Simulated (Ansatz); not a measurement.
This cell of BAs (zinc blende) is off equilibrium:

```
CELL_PARAMETERS angstrom
      0.00000     2.40467     2.40467
      2.40467     0.00000     2.40467
      2.40467     2.40467     0.00000
ATOMIC_POSITIONS crystal
  As 0.75000 0.75000 0.75000
  B  0.00000 0.00000 0.97530
```

These are PBE (plane waves to 420 eV, PAW, scalar-relativistic; Ansatz, a first-principles code) values and carry that method's errors. k mesh 10×10×10 (Γ-centred), Fermi-Dirac smearing 0.05 eV. E stands for the smeared free energy. Compression counts positive. As the smearing reaches across the gap at some points, energies and forces of such displacements shift with the k mesh and the smearing. BAs was relaxed with its symmetry unable to fall.

Q: Predict the force on every atom, in eV/Å.

A: 
```csv
atom,Fx,Fy,Fz
As1,-0.947,-0.947,-0.155
B2,0.947,0.947,0.155
```

Q: Give the stress tensor in GPa and the pressure.

A: 
```
    0.3      0.5      2.2
    0.5      0.3      2.2
    2.2      2.2      0.6
```
The pressure, a third of the trace, is 0.4 GPa.

Q: In it atom 2 sits (-0.059, -0.059, 0.000) Å away from its relaxed site. What is its energy relative to the relaxed cell?

A: 56 meV/cell.

(For displaced atoms, the force is minus the slope of the energy, and its curvature is a force constant, which sets phonon frequencies.)
